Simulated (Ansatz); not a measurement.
YHg2

```yaml
crystal:
  lattice:
    - [4.77100, 0.00000, 0.00000]
    - [-2.38550, 4.13181, 0.00000]
    - [0.00000, 0.00000, 3.53600]
  atoms:
    - { symbol: Y, position: [0.00000, 0.00000, 0.00000] }
    - { symbol: Hg, position: [0.33333, 0.66667, 0.50000] }
    - { symbol: Hg, position: [0.66667, 0.33333, 0.50000] }
```

Atoms are numbered in the order listed.

The cell is COD entry 1522355, as deposited and not checked against the literature; nothing was relaxed.

Spin polarisation is left out, and whether a magnetic state lies lower isn't shown here.

Spin–orbit coupling is left out, though it moves levels of the heavy atoms by tenths of an eV or more.

All numbers are computed: DFT, PBEsol, all-electron LAPW, scalar-relativistic (Ansatz 0.2.0); DFT, PBEsol, PAW with Ansatz's default frozen-core files, scalar-relativistic (Ansatz 0.2.0).

For LAPW: a Γ-centred 10×10×12 k mesh, Fermi–Dirac smearing of 0.03 eV, basis error target 1 meV/atom, no spin polarisation. PAW takes a cutoff of 420 eV at this cell (files made with PBE, cores remade for this functional). The Ansatz runs share mesh, smearing and spin set-up. Values come from LAPW unless marked.

```
Pressure at this cell                             : 0.40 GPa
Density of states at the Fermi level (0.2 eV bin) : 2.18 states/eV per cell
Bader charges (from the PAW run)                  : Y1 +1.58, Hg2 -0.79 e
Volume per atom                                   : 23.23 Å³
```

Task: Give the computed value. Stress xx, yy, zz (compression positive).

Result: 1.46, 1.46, -1.72 GPa.

Task: Predict this quantity. Band gap.

Result: none: with an odd electron count and no spin polarisation the bands can't all be full, a metal in this set-up (in compounds, spin order or a distortion in a larger cell can open a gap).

Task: Predict this quantity. Löwdin charges (with 1.05 e of the cell spilling out of the atomic basis, so their sizes and signs hang on that basis).

Result: Y1 -0.55, Hg2 0.80 e.
